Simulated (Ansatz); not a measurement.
Relaxed TaN (space group P-6m2):

```
CELL_PARAMETERS angstrom
      2.93603     0.00000     0.00000
     -1.46801     2.54267     0.00000
      0.00000     0.00000     2.88470
ATOMIC_POSITIONS crystal
  Ta 0.00000 0.00000 0.50000
  N  0.66667 0.33333 0.00000
```

In this cell atom 1 (Ta, nearest neighbour N at 2.226 Å; its periodic images, 2.9 Å or more away, move with it) is moved by s along Cartesian [110], unit vector (0.707, 0.707, 0.000); all other atoms and the cell stay fixed.

The numbers are results of r2SCAN (plane waves to 500 eV, PAW, scalar-relativistic; Ansatz, a first-principles code), not measurements. k mesh 10×10×9 (Γ-centred), Fermi-Dirac smearing 0.05 eV. Stress and pressure are positive under compression. Left out: 1 of 11 points, with atoms too close for the PAW data. With partly filled bands, energies and forces of such displacements shift with the k mesh and the smearing. At this level the bands of TaN touch or barely overlap. Spin-orbit coupling is left out, though Ta is heavy. TaN is run without spin polarisation. TaN was relaxed with its symmetry unable to fall. This is one of several known forms of TaN; the measured ambient cells at hand have space group No. 189. 

```json
[
 {"s (Å)": "-0.670", "P (GPa)": "39.8"},
 {"s (Å)": "-0.536", "P (GPa)": "28.9"},
 {"s (Å)": "-0.402", "P (GPa)": "17.8"},
 {"s (Å)": "-0.268", "P (GPa)": "8.6"},
 {"s (Å)": "-0.134", "P (GPa)": "…"},
 {"s (Å)": "0.000", "P (GPa)": "0.0"},
 {"s (Å)": "0.134", "P (GPa)": "…"},
 {"s (Å)": "0.268", "P (GPa)": "11.0"},
 {"s (Å)": "0.402", "P (GPa)": "25.6"},
 {"s (Å)": "0.536", "P (GPa)": "…"}
]
```

Problem. Complete the blanks.

Solution. 
- -0.134, P (GPa): 2.3
- 0.134, P (GPa): 2.6
- 0.536, P (GPa): 46.3

(For displaced atoms, the force is minus the slope of the energy, and its curvature is a force constant, which sets phonon frequencies.)
